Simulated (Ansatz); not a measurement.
TePt:
```yaml
crystal:
  lattice:
    - [1.98458, 1.14580, 6.74347]
    - [-1.98458, 1.14580, 6.74347]
    - [0.00000, -2.29160, 6.74347]
  atoms:
    - { symbol: Pt, position: [0.36989, 0.36989, 0.36989] }
    - { symbol: Pt, position: [0.63011, 0.63011, 0.63011] }
    - { symbol: Te, position: [0.09750, 0.09750, 0.09750] }
    - { symbol: Te, position: [0.90250, 0.90250, 0.90250] }
```

Relaxed with r²SCAN+D4.

Map the electron localisation function on the plane through (0.370, 0.370, 0.370) spanned by u = [1, 0, 0] and v = [-1, 1, 1] in lattice vectors, from DFT-r²SCAN+D4 in the program Ansatz with PAW potentials.

x is the fraction of u, y of v (the angle between them is 53°; rows are the nearest grid lines); atoms in the plane: Pt at (0.00, 0.00), Pt at (0.52, 0.26), Te at (0.46, 0.73), Te at (0.07, 0.53).
```
y \ x   0.000  0.0833  0.194  0.278  0.361  0.444  0.556  0.639  0.722  0.806  0.917   1.00
------  -----  ------  -----  -----  -----  -----  -----  -----  -----  -----  -----  -----
1.00    0.662   0.631  0.303  0.204  0.097  0.039  0.110  0.170  0.148  0.220  0.641  0.662
0.925   0.636   0.643  0.290  0.538  0.601  0.491  0.048  0.040  0.041  0.075  0.339  0.636
0.850   0.248   0.394  0.342  0.539  0.429  0.565  0.611  0.054  0.019  0.039  0.125  0.248
0.775   0.170   0.156  0.295  0.498  0.133  0.019  0.621  0.581  0.051  0.140  0.243  0.170
0.700   0.459   0.333  0.072  0.329  0.377  0.009  0.259  0.695  0.185  0.391  0.469  0.459
0.625   0.211   0.388  0.230  0.053  0.361  0.402  0.339  0.564  0.369  0.421  0.496  0.211
0.550   0.037   0.002  0.406  0.200  0.087  0.296  0.462  0.495  0.323  0.195  0.602  0.037
0.450   0.632   0.248  0.373  0.551  0.293  0.235  0.136  0.115  0.061  0.028  0.613  0.632
0.375   0.474   0.672  0.518  0.535  0.308  0.586  0.302  0.134  0.038  0.022  0.048  0.474
0.300   0.046   0.147  0.428  0.378  0.317  0.643  0.673  0.347  0.123  0.079  0.069  0.046
0.225   0.156   0.048  0.037  0.130  0.320  0.582  0.677  0.512  0.261  0.217  0.252  0.156
0.150   0.315   0.216  0.023  0.018  0.142  0.321  0.550  0.493  0.286  0.273  0.406  0.315
0.0750  0.630   0.381  0.143  0.021  0.025  0.126  0.300  0.307  0.265  0.276  0.641  0.630
0.000   0.662   0.631  0.303  0.204  0.097  0.039  0.110  0.170  0.148  0.220  0.641  0.662
```

The density is the valence pseudo-density with augmentation charge, so density and ELF within about 1 Å of a nucleus are not all-electron values.

Space group R-3m. The workflow started from an entry of the Crystallography Open Database (COD), which files this formula under 2 space groups. Whether it is the stable phase at ambient conditions was not checked. Symmetry was held in the r²SCAN+D4 relaxation; whether a distortion lowers the energy is not shown. No spin polarisation was allowed. Scalar-relativistic: spin–orbit coupling is off unless named, which matters more the heavier the elements.

Potentials: the later of the program's two PAW sets.
